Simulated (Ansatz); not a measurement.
Te₂Pt:
```
CELL_PARAMETERS angstrom
      4.08816     0.00000     0.00000
     -2.04408     3.54045     0.00000
      0.00000     0.00000     5.39400
ATOMIC_POSITIONS crystal
  Te 0.33333 0.66667 0.25264
  Te 0.66667 0.33333 0.74736
  Pt 0.00000 0.00000 0.00000
```

Relaxed with PBE. Special points in fractions of this cell's reciprocal vectors: Γ (0.000, 0.000, 0.000); M (0.500, 0.000, 0.000); K (0.333, 0.333, 0.000); A (0.000, 0.000, 0.500); L (0.500, 0.000, 0.500); H (0.333, 0.333, 0.500).

### Question
List the band energies nearest the Fermi level at these points for PBE (plane waves, PAW; program Ansatz).

### Answer
In eV from the Fermi level; about four levels below and three above (degenerate sets whole), none deeper than 8.9 eV; points with the same levels are listed once.

```json
[
 {"k": "Γ", "below": "-3.60 -3.60 -2.58 -0.51 -0.51", "above": "1.07 1.07 1.24"},
 {"k": "M", "below": "-3.27 -3.27 -3.17 -2.80", "above": "0.19 2.28 3.66"},
 {"k": "K", "below": "-1.81 -1.81 -0.21 -0.21", "above": "2.69 6.51 7.65 7.65"},
 {"k": "A", "below": "-2.22 -1.53 -1.05 -1.05", "above": "2.05 2.05 4.11"},
 {"k": "L", "below": "-3.28 -3.11 -2.35 -0.82", "above": "0.57 1.24 3.88"},
 {"k": "H", "below": "-3.77 -3.36 -2.55 -2.55", "above": "2.14 2.14 5.47"}
]
```

Space group P-3m1. Symmetry was held in the PBE relaxation. No spin polarisation was allowed. A crystal of weakly bound layers computed without a dispersion correction: the cell and the soft elastic constants depend strongly on that. Spin–orbit coupling is left out wherever it is not named.

Potentials: the later of the program's two PAW sets.
